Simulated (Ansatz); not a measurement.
Te$_{2}$Ru:
```
Te2Ru
1.0
    5.33371     0.00000     0.00000
    0.00000     6.44102     0.00000
    0.00000     0.00000     4.03924
Te Ru
4 2
Direct
  0.21963   0.36710   0.00000
  0.78037   0.63290   0.00000
  0.71963   0.13290   0.50000
  0.28037   0.86710   0.50000
  0.00000   0.00000   0.00000
  0.50000   0.50000   0.50000
```

Relaxed with r²SCAN.

### Question
Give the Bader charges and basin volumes of the independent atoms, the program Ansatz at the r²SCAN level (PAW).

### Answer


```json
[
 {"atom": "Te1", "Bader charge (e)": "+0.03", "Bader volume (Å³)": "25.8"},
 {"atom": "Ru5", "Bader charge (e)": "-0.05", "Bader volume (Å³)": "17.8"}
]
```

Space group Pnnm. The first step of the workflow began from a Materials Project structure, measured or hypothetical; the Crystallography Open Database files this formula in space group No. 58, but the cells were not matched. Whether it is the stable phase at ambient conditions was not checked. The r²SCAN relaxation kept the symmetry of its start; whether a distortion lowers the energy is not shown. No spin polarisation was allowed. Spin–orbit coupling is left out wherever it is not named.

Potentials: the later of the program's two PAW sets.
